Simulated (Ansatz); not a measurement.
In3Pd2:
```
CELL_PARAMETERS angstrom
      4.55673     0.00000     0.00000
     -2.27837     3.94625     0.00000
      0.00000     0.00000     5.54961
ATOMIC_POSITIONS crystal
  In 0.00000 0.00000 0.00000
  In 0.33333 0.66667 0.64511
  In 0.66667 0.33333 0.35489
  Pd 0.33333 0.66667 0.14971
  Pd 0.66667 0.33333 0.85029
```

Relaxed with r²SCAN. Special points in fractions of this cell's reciprocal vectors: Γ (0.000, 0.000, 0.000); M (0.500, 0.000, 0.000); K (0.333, 0.333, 0.000); A (0.000, 0.000, 0.500); L (0.500, 0.000, 0.500); H (0.333, 0.333, 0.500).

### Question
List the band energies nearest the Fermi level at these points for the program Ansatz at the r²SCAN level (PAW).

### Answer
In eV from the Fermi level; about four levels below and three above (degenerate sets whole), none deeper than 8.9 eV; points with the same levels are listed once.

| k | below | above |
|---|---|---|
| Γ | -2.53 -2.53 -1.62 -1.51 | 1.71 1.71 2.82 |
| M | -2.47 -1.87 -1.74 -1.07 | 1.06 1.19 3.42 |
| K | -2.78 -2.78 -0.67 -0.67 | 1.18 2.09 2.09 |
| A | -2.79 -2.79 -2.63 -2.63 | 1.06 2.73 2.73 |
| L | -2.75 -2.58 -2.41 -1.72 | 0.05 1.59 1.84 |
| H | -2.22 -2.02 -2.02 -0.36 | 5.83 6.34 6.34 |

Space group P-3m1 (La2O3 or Ni2Al3 type). The first step of the workflow began from a Materials Project structure, measured or hypothetical; the Crystallography Open Database copy checked does not list it. Whether it is the stable phase at ambient conditions was not checked. The cell was relaxed with r²SCAN under the symmetry of its start; whether a distortion lowers the energy is not shown. The run is not spin-polarised. Scalar-relativistic: spin–orbit coupling is off unless named, which matters more the heavier the elements.

Potentials: the later of the program's two PAW sets.
